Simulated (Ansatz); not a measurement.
Ag (β-Sn type, space group No. 141) at seven volumes, DFT-PBE in the program Ansatz with PAW potentials, shape and atoms relaxed at each. One row is withheld.

| V (Å³/atom) | P (GPa) |
|---|---|
| 17.972 | 9.08 |
| 18.564 | ? |
| 19.157 | 2.43 |
| 19.749 | -0.01 |
| 20.342 | -2.00 |
| 20.934 | -3.62 |
| 21.527 | -4.95 |

Fit the shown pressures and predict the withheld one.

Third-order Birch–Murnaghan: P = (3/2)B₀(x^(7/2) − x^(5/2))[1 + (3/4)(B′ − 4)(x − 1)] with x = (V₀/V)^(2/3). Least squares on the six rows gives V₀ = 19.747 Å³/atom, B₀ = 73.52 GPa, B′ = 5.77. At V = 18.564, x = 1.0420 and P = 5.43 GPa. The run itself gave 5.42 GPa.

Space group I4_1/amd (β-Sn type). The start of the workflow was typed in or built on a structure type; neither database checked (COD, Materials Project) lists it. It is not the phase usual at ambient conditions (space group No. 225). Symmetry was held in the PBE relaxation; whether a distortion lowers the energy is not shown. The run is not spin-polarised.

Potentials: the later of the program's two PAW sets.
